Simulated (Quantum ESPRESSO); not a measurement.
## RhTi2Cu2GaIn2 (one run as intended and one with a planted mistake)

Computed values, not a measurement. The program is pw.x of Quantum ESPRESSO 7.5 (plane-wave density functional theory). The cell is made up: eight metal atoms on a face-centred cubic lattice, with elements, volume, strain and displacements drawn at random and not relaxed, so it may be unstable or far from any real phase. PseudoDojo standard norm-conserving files set the functional (PBE unless stated); there is no spin polarisation or spin-orbit coupling, the Fermi-Dirac width of 0.25 eV means electrons at about 2900 K, and the masses in the input are unused placeholders. The copper pseudopotential is less sure than most, with forces differing by about three percent and pressure by about two GPa from a second method on plain copper. A spin test at this wide smearing found no moment, but such smearing suppresses magnetism that the real alloy may have.

Intended input:

```
&control calculation='scf', pseudo_dir='./dojo.nc.sr.pbe.v0_5.standard.upf', outdir='./o', disk_io='minimal', tprnfor=.true., tstress=.true. /
&system ibrav=0, nat=8, ntyp=5, nbnd=71, ecutwfc=92.02030273, nosym=.true., tot_charge=0,
 occupations='smearing', smearing='fd', degauss=0.0183746611
/
&electrons conv_thr=1.470e-08, electron_maxstep=70, mixing_beta=0.5 /
ATOMIC_SPECIES
Cu 1.0 Cu.upf
Ga 1.0 Ga.upf
In 1.0 In.upf
Rh 1.0 Rh.upf
Ti 1.0 Ti.upf
CELL_PARAMETERS angstrom
2.0189 4.1289 2.0715
1.9999 -4.0831 1.9989
2.0828 -0.0498 -6.1791
ATOMIC_POSITIONS angstrom
Rh 0.0294 -0.1004 -0.057
Ti 2.0559 -2.1056 -0.0614
Cu 2.0236 0.0152 -2.0834
Ga 4.0077 -2.1832 -1.9794
In 2.1318 0.1215 2.0338
Ti 1.9977 1.9094 -0.1131
In 3.9232 -0.0696 -0.1384
Cu 4.2691 1.9718 -2.1703
K_POINTS automatic
5 5 4 1 1 1
```

The log is shortened where brackets say so; the opening notice, blank lines, dates and the lines on written files are dropped, and the path of the files is cut. It prints rydbergs, bohrs and kilobars, and counts compression as positive stress. Its total energy is the free energy E - TS of the whole cell.

Log of the intended run:

```
     Program PWSCF v.7.5
     Parallel version (MPI & OpenMP), running on       4 processor cores
     Number of MPI processes:                 4
     Threads/MPI process:                     1
     [start-up lines left out]
     bravais-lattice index     =            0
     lattice parameter (alat)  =       9.5267  a.u.
     unit-cell volume          =     922.9089 (a.u.)^3
     number of atoms/cell      =            8
     number of atomic types    =            5
     number of electrons       =       118.00
     number of Kohn-Sham states=           71
     kinetic-energy cutoff     =      92.0203  Ry
     charge density cutoff     =     368.0812  Ry
     scf convergence threshold =      1.5E-08
     mixing beta               =       0.5000
     number of iterations used =            8  plain     mixing
     Exchange-correlation= PBE
                           (   1   4   3   4   0   0   0)
     [axes and pseudopotential details left out]
   Cartesian axes
     site n.     atom                  positions (alat units)
         1        Rh     tau(   1) = (   0.0058318  -0.0199154  -0.0113066  )
         2        Ti     tau(   2) = (   0.4078100  -0.4176686  -0.0121794  )
         3        Cu     tau(   3) = (   0.4014030   0.0030151  -0.4132650  )
         4        Ga     tau(   4) = (   0.7949707  -0.4330614  -0.3926354  )
         5        In     tau(   5) = (   0.4228656   0.0241008   0.4034263  )
         6        Ti     tau(   6) = (   0.3962654   0.3787502  -0.0224346  )
         7        In     tau(   7) = (   0.7782092  -0.0138059  -0.0274531  )
         8        Cu     tau(   8) = (   0.8468222   0.3911279  -0.4305025  )
     number of k points=    50  Fermi-Dirac smearing, width (Ry)=  0.0184
                       cart. coord. in units 2pi/alat
        k(    1) = (   0.2640384  -0.0004962  -0.0129794), wk =   0.0400000
        k(    2) = (   0.4180433   0.0004919  -0.1650431), wk =   0.0400000
     [further k points left out]
     Dense  grid:   110063 G-vectors     FFT dimensions: (  60,  60,  75)
     Estimated max dynamical RAM per process >     385.02 MB
     Estimated total dynamical RAM >       1.43 GB
     Initial potential from superposition of free atoms
     starting charge     117.9851, renormalised to     118.0000
     Starting wfcs are   77 randomized atomic wfcs
     total cpu time spent up to now is       13.3 secs
     per-process dynamical memory:   305.8 Mb
     Self-consistent Calculation
     iteration #  1     ecut=    92.02 Ry     beta= 0.50
     Davidson diagonalization with overlap
     ethr =  1.00E-02,  avg # of iterations =  3.2
     total cpu time spent up to now is       44.5 secs
     total energy              =   -1638.54434391 Ry
     estimated scf accuracy    <      15.77034911 Ry
     iteration #  2     ecut=    92.02 Ry     beta= 0.50
     Davidson diagonalization with overlap
     ethr =  1.00E-02,  avg # of iterations =  3.2
     total cpu time spent up to now is       80.8 secs
     total energy              =   -1647.63549331 Ry
     estimated scf accuracy    <      45.48243694 Ry
     [iterations 3 to 17 left out]
     iteration # 18     ecut=    92.02 Ry     beta= 0.50
     Davidson diagonalization with overlap
     ethr =  2.15E-10,  avg # of iterations =  1.0
     total cpu time spent up to now is      508.2 secs
     total energy              =   -1649.24078182 Ry
     estimated scf accuracy    <       0.00000004 Ry
     iteration # 19     ecut=    92.02 Ry     beta= 0.50
     Davidson diagonalization with overlap
     ethr =  3.52E-11,  avg # of iterations =  2.0
     total cpu time spent up to now is      533.2 secs
     End of self-consistent calculation
     [lines on levels left out]
!    total energy              =   -1649.24078183 Ry
     estimated scf accuracy    <          9.2E-10 Ry
     smearing contrib. (-TS)   =      -0.09580575 Ry
     internal energy E=F+TS    =   -1649.14497608 Ry
     The total energy is F=E-TS. E is the sum of the following terms:
     one-electron contribution =    -776.82331970 Ry
     hartree contribution      =     462.74420481 Ry
     xc contribution           =    -288.17617982 Ry
     ewald contribution        =   -1046.88968137 Ry
     convergence has been achieved in  19 iterations
     Forces acting on atoms (cartesian axes, Ry/au):
     atom    1 type  4   force =     0.02806436   -0.00183989   -0.00610038
     atom    2 type  5   force =    -0.01353388    0.01239969   -0.00074461
     atom    3 type  1   force =    -0.01631032   -0.01222583   -0.00037390
     atom    4 type  2   force =     0.00823149    0.00182367   -0.02556433
     atom    5 type  3   force =    -0.05771157   -0.04847635    0.03453610
     atom    6 type  5   force =    -0.02369534    0.02783418    0.01653533
     atom    7 type  3   force =     0.08035790    0.00842558   -0.03358475
     atom    8 type  1   force =    -0.00540264    0.01205896    0.01529652
     Total force =     0.137309     Total SCF correction =     0.000138
     Computing stress (Cartesian axis) and pressure
          total   stress  (Ry/bohr**3)                   (kbar)     P=      -12.07
  -0.00004693  -0.00001531  -0.00007141           -6.90       -2.25      -10.51
  -0.00001531  -0.00005389  -0.00002250           -2.25       -7.93       -3.31
  -0.00007141  -0.00002250  -0.00014531          -10.51       -3.31      -21.38
     init_run     :      9.15s CPU      9.57s WALL (       1 calls)
     electrons    :    505.55s CPU    519.97s WALL (       1 calls)
     forces       :      3.83s CPU      3.88s WALL (       1 calls)
     stress       :     11.12s CPU     11.16s WALL (       1 calls)
     [timing details left out]
     PWSCF        :   8m53.34s CPU   9m 8.46s WALL
     JOB DONE.
```

A second run has one planted mistake: the files are those of another functional. The input lines that differ:

```
- &control calculation='scf', pseudo_dir='./dojo.nc.sr.pbe.v0_5.standard.upf', outdir='./o', disk_io='minimal', tprnfor=.true., tstress=.true. /
+ &control calculation='scf', pseudo_dir='./dojo.nc.sr.lda.v0_4_1.standard.upf', outdir='./o', disk_io='minimal', tprnfor=.true., tstress=.true. /
```

Its log:

```
     Program PWSCF v.7.5
     Parallel version (MPI & OpenMP), running on       4 processor cores
     Number of MPI processes:                 4
     Threads/MPI process:                     1
     [start-up lines left out]
     bravais-lattice index     =            0
     lattice parameter (alat)  =       9.5267  a.u.
     unit-cell volume          =     922.9089 (a.u.)^3
     number of atoms/cell      =            8
     number of atomic types    =            5
     number of electrons       =       118.00
     number of Kohn-Sham states=           71
     kinetic-energy cutoff     =      92.0203  Ry
     charge density cutoff     =     368.0812  Ry
     scf convergence threshold =      1.5E-08
     mixing beta               =       0.5000
     number of iterations used =            8  plain     mixing
     Exchange-correlation= SLA  PW   NOGX NOGC
                           (   1   4   0   0   0   0   0)
     [axes and pseudopotential details left out]
   Cartesian axes
     site n.     atom                  positions (alat units)
         1        Rh     tau(   1) = (   0.0058318  -0.0199154  -0.0113066  )
         2        Ti     tau(   2) = (   0.4078100  -0.4176686  -0.0121794  )
         3        Cu     tau(   3) = (   0.4014030   0.0030151  -0.4132650  )
         4        Ga     tau(   4) = (   0.7949707  -0.4330614  -0.3926354  )
         5        In     tau(   5) = (   0.4228656   0.0241008   0.4034263  )
         6        Ti     tau(   6) = (   0.3962654   0.3787502  -0.0224346  )
         7        In     tau(   7) = (   0.7782092  -0.0138059  -0.0274531  )
         8        Cu     tau(   8) = (   0.8468222   0.3911279  -0.4305025  )
     number of k points=    50  Fermi-Dirac smearing, width (Ry)=  0.0184
                       cart. coord. in units 2pi/alat
        k(    1) = (   0.2640384  -0.0004962  -0.0129794), wk =   0.0400000
        k(    2) = (   0.4180433   0.0004919  -0.1650431), wk =   0.0400000
     [further k points left out]
     Dense  grid:   110063 G-vectors     FFT dimensions: (  60,  60,  75)
     Estimated max dynamical RAM per process >     385.02 MB
     Estimated total dynamical RAM >       1.43 GB
     Initial potential from superposition of free atoms
     starting charge     117.9885, renormalised to     118.0000
     Starting wfcs are   77 randomized atomic wfcs
     total cpu time spent up to now is       12.1 secs
     per-process dynamical memory:   296.7 Mb
     Self-consistent Calculation
     iteration #  1     ecut=    92.02 Ry     beta= 0.50
     Davidson diagonalization with overlap
     ethr =  1.00E-02,  avg # of iterations =  3.1
     total cpu time spent up to now is       39.0 secs
     total energy              =   -1637.70138815 Ry
     estimated scf accuracy    <      14.65642994 Ry
     iteration #  2     ecut=    92.02 Ry     beta= 0.50
     Davidson diagonalization with overlap
     ethr =  1.00E-02,  avg # of iterations =  3.3
     total cpu time spent up to now is       71.8 secs
     total energy              =   -1646.11702172 Ry
     estimated scf accuracy    <      42.61619685 Ry
     [iterations 3 to 15 left out]
     iteration # 16     ecut=    92.02 Ry     beta= 0.50
     Davidson diagonalization with overlap
     ethr =  3.36E-10,  avg # of iterations =  4.5
     total cpu time spent up to now is      449.3 secs
     total energy              =   -1647.62942667 Ry
     estimated scf accuracy    <       0.00000004 Ry
     iteration # 17     ecut=    92.02 Ry     beta= 0.50
     Davidson diagonalization with overlap
     ethr =  3.26E-11,  avg # of iterations =  2.8
     total cpu time spent up to now is      476.5 secs
     End of self-consistent calculation
     [lines on levels left out]
!    total energy              =   -1647.62942667 Ry
     estimated scf accuracy    <          6.9E-09 Ry
     smearing contrib. (-TS)   =      -0.09677962 Ry
     internal energy E=F+TS    =   -1647.53264705 Ry
     The total energy is F=E-TS. E is the sum of the following terms:
     one-electron contribution =    -777.88922443 Ry
     hartree contribution      =     461.57397274 Ry
     xc contribution           =    -284.32771400 Ry
     ewald contribution        =   -1046.88968137 Ry
     convergence has been achieved in  17 iterations
     Forces acting on atoms (cartesian axes, Ry/au):
     atom    1 type  4   force =     0.02838719    0.00036412   -0.01010196
     atom    2 type  5   force =    -0.01315670    0.01080864    0.00210050
     atom    3 type  1   force =    -0.01662191   -0.00725424    0.00483041
     atom    4 type  2   force =     0.00739500    0.00033152   -0.02038680
     atom    5 type  3   force =    -0.05040743   -0.04223520    0.03232886
     atom    6 type  5   force =    -0.02502153    0.02177729    0.01514559
     atom    7 type  3   force =     0.07175371    0.00835766   -0.03379562
     atom    8 type  1   force =    -0.00232833    0.00785020    0.00987901
     Total force =     0.123490     Total SCF correction =     0.000156
     Computing stress (Cartesian axis) and pressure
          total   stress  (Ry/bohr**3)                   (kbar)     P=     -101.01
  -0.00065370  -0.00001135  -0.00007877          -96.16       -1.67      -11.59
  -0.00001135  -0.00065502  -0.00001573           -1.67      -96.36       -2.31
  -0.00007877  -0.00001573  -0.00075127          -11.59       -2.31     -110.52
     init_run     :      8.45s CPU      8.83s WALL (       1 calls)
     electrons    :    461.46s CPU    464.44s WALL (       1 calls)
     forces       :      3.93s CPU      3.96s WALL (       1 calls)
     stress       :     12.63s CPU     12.66s WALL (       1 calls)
     [timing details left out]
     PWSCF        :   8m 9.82s CPU   8m13.29s WALL
     JOB DONE.
```

|  | intended run | run with the mistake |
| --- | --- | --- |
| free energy (eV) | -22439.064 | -22417.140 |
| entropy term -TS, part of it (eV) | -1.304 | -1.317 |
| pressure (GPa) | -1.21 | -10.10 |
| size of the largest force component (eV/Å) | 2.066 | 1.845 |
| largest change of a force component (eV/Å) |  | 0.221 |
| iterations | 19 | 17 |

For scale, a rerun of the intended cell at a higher cutoff and on a denser mesh moved values by no more than 0.003 eV in energy, 0.04 GPa in stress and 0.006 eV/Å in force, and a second program with other atomic files agreed on that cell to 2 % rms in force and 0.5 GPa in pressure. Files of another functional or element have another zero of energy, so the energy change says nothing on stability.